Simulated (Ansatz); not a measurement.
With plane-wave PAW PBEsol (Ansatz code), B in the cubic phase (I4_132; B on 8a) relaxes to a = 4.633 Å. B has 3 nearest neighbours from 1.64 Å (trigonal planar).

It is gapped at this level: 1.41 eV (indirect). The valence maximum lies on the P–H line, 17 % of the way from P and the conduction minimum on the Γ–P line, 21 % of the way from Γ (8 equivalent valleys). HSE06 on the same cell gives 2.42 eV. The electron mass is 0.56, 0.56, 2.7 mₑ (principal values). The hole mass is 0.54, 0.54, 1.1 mₑ (principal values).

An equation-of-state fit gives a bulk modulus of 110 GPa. The relaxed-ion elastic constants in GPa are C11 = 141, C12 = 94.2, C44 = 22.9. The elastic constants imply a Debye temperature near 583 K. Perturbation theory gives ε∞ = 8.46. The phonon dispersion is unstable, down to 27i cm⁻¹. The highest mode at Γ lies at 1068 cm⁻¹.

The start of the workflow was typed in or built on a structure type; neither database checked (COD, Materials Project) lists it. It is not the phase usual at ambient conditions (space group No. 166). Symmetry was held in the PBEsol relaxation; phonons on a q-mesh show weakly imaginary modes.

Potentials: the later of the program's two PAW sets.
